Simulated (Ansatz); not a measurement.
# Zone-centre phonons of Ag: input and output

These are results of DFT LDA, scalar-relativistic, plane waves, PAW (Ansatz 0.2.0), not measurements.

Launched with:
```bash
ansatz run input.yaml --threads 1 --pin off --max-ram 3072MiB --backend cpu --events-out ev --progress --plain --runs-dir out
```

Input (bare energies are in eV):
```yaml
crystal:
  lattice:
    - [2.8260785587, 0.0, 0.0]
    - [-1.4130392794, 2.4474558249, 0.0]
    - [0.0, 0.0, 4.6396074165]
  atoms:
    - { symbol: Ag, position: [0.3333333333, 0.6666666667, 0.25] }
    - { symbol: Ag, position: [0.6666666667, 0.3333333333, 0.75] }
basis:
  ecutwfc: 420
kpoints:
  mp_grid: { grid: [18, 18, 10] }
hamiltonian:
  xc: lda
scf:
  occupations: { method: fermi_dirac, width: 0.15 }
output:
  eigenvalues: true
phonons:
  method: dfpt
  eigenvectors: true
```

Results section of the output:
```
--- Phonons (Γ-DFPT): 2 representative perturbations + reference, on 546 of 3240 k-points (Σ response iterations 6) ---
  k mesh reduced under 4 symmetry operations, with k and −k counted as one. Each operation leaves every solved displacement unchanged or reverses it
  ASR residual: 2.847e-4 → 0.000e0 eV/Å²; symmetrization residual: 9.150e-10 eV/Å²
  ASR residual per site (eV/Å²): 2.85e-4 2.85e-4
  Γ frequencies (cm⁻¹): 0.00 0.00 0.00 73.54 73.54 186.82
  non-analytic LO–TO correction: not included (Born effective charges unavailable; polar crystals: no LO–TO splitting at Γ)
```

It took 2.2 min on 1 thread of AMD EPYC 7R43 64-Core Processor (Zen 3), on a shared host, peak memory 1.3 GiB.

In a metal, frequencies and elastic constants depend on the k mesh and the smearing, soft modes and shear constants most.

This form isn't the element's structure at ambient conditions.